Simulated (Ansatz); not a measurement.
An element in the bcc structure gives these cold pressures by all-electron LAPW under LDA (Ansatz 0.2.0, scalar-relativistic, no spin polarisation).

```
V (Å³/atom)  P (GPa)
      14.47     0.06
      13.32     39.5
      12.16    100.5
      11.00    195.6
       9.84    346.4
       8.68    591.7
       7.53     1013
       6.51     1655
```

Question: Which element is it?

Answer: Re. Its zero-pressure volume in this structure is near 14.5 Å³/atom; the volume and the steepness of P(V) together point to it, though neighbours can come close. This is the case that was computed; others weren't tested.
